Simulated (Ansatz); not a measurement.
## BaNi2P2 (I4/mmm): electronic heat capacity and spin susceptibility from the density of states

All numbers below come from DFT PBEsol, scalar-relativistic, plane waves, PAW (Ansatz 0.2.0).

Cutoff 420 eV; k points 12×12×12 on the computed 5-atom cell (Γ-centred); Gaussian smearing, width 0.10 eV; no spin polarisation.

Relaxed cell: I4/mmm, a = 3.858 Å, b = 3.858 Å, c = 11.859 Å, α = 90.00°, β = 90.00°, γ = 90.00°, 5 atoms in the primitive cell. Whether it is the stable form of this composition wasn't checked.

The density of states at the Fermi level is 3.642 states/eV in the cell of 5 atoms (1 formula unit; both spins, tetrahedra on a 18×18×18 mesh).

Question: What Sommerfeld coefficient and Pauli susceptibility does this give?

Answer: Per formula unit N(E_F) = 3.642 states/eV. γ = (π²/3) k_B² N(E_F) N_A = 2.357 mJ/(mol K²) per state/eV, so γ = 8.6 mJ/(mol K²), a mole of formula units. χ_P = μ_B² N(E_F) N_A = 3.23×10⁻⁵ emu/mol per state/eV gives 11.8×10⁻⁵ emu/mol. This is the bare band result: a measured γ of the same phase is as a rule larger by a factor 1 + λ from phonons and spin fluctuations, the spin part of χ is larger by the Stoner factor, and a measured χ also holds orbital and core terms. N(E_F) at one energy is sensitive to the mesh where the density of states has sharp peaks.

Spin-orbit coupling is left out, which matters for the bands of heavy elements.

A ferromagnetic start lost its moments in a first run, so spin was left out; other magnetic orders weren't tried.

Cost: 1 run of about 1.2 core-minutes, on AMD EPYC 9R45 (Zen 5) (shared hosts).